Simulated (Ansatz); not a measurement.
Input:

NiBi:
```cif
data_Bi2Ni2
_chemical_formula_sum 'Ni2 Bi2'
_space_group_name_H-M_alt 'P 1'
_space_group_IT_number 1
_cell_length_a 4.06365
_cell_length_b 4.06365
_cell_length_c 5.11943
_cell_angle_alpha 90.000
_cell_angle_beta 90.000
_cell_angle_gamma 120.000
loop_
_space_group_symop_operation_xyz
  'x, y, z'
loop_
_atom_site_label
_atom_site_type_symbol
_atom_site_fract_x
_atom_site_fract_y
_atom_site_fract_z
_atom_site_occupancy
Ni1 Ni 0.00000 0.00000 0.50000 1
Ni2 Ni 0.00000 0.00000 0.00000 1
Bi1 Bi 0.33333 0.66667 0.25000 1
Bi2 Bi 0.66667 0.33333 0.75000 1
```

This is the LDA-relaxed structure.

### Question
All from DFT-LDA in the program Ansatz with PAW potentials, unless another level is named. Give the density of states at the Fermi level.

### Answer
0.64 states/eV per atom (mean over ±0.08 eV).

### Question
Predict the formation energy from the elements (no fitted shifts).

### Answer
-0.062 eV/atom.

Space group P6_3/mmc (NiAs type). The first step of the workflow began from a Materials Project structure, measured or hypothetical; the Crystallography Open Database copy checked does not list it. Whether it is the stable phase at ambient conditions was not checked. Symmetry was held in the LDA relaxation; of distortions, only those at the zone centre were tested. The run is not spin-polarised. The references are the lowest solids computed at this level, not always the standard phases. Spin–orbit coupling is left out wherever it is not named.

Potentials: the later of the program's two PAW sets.
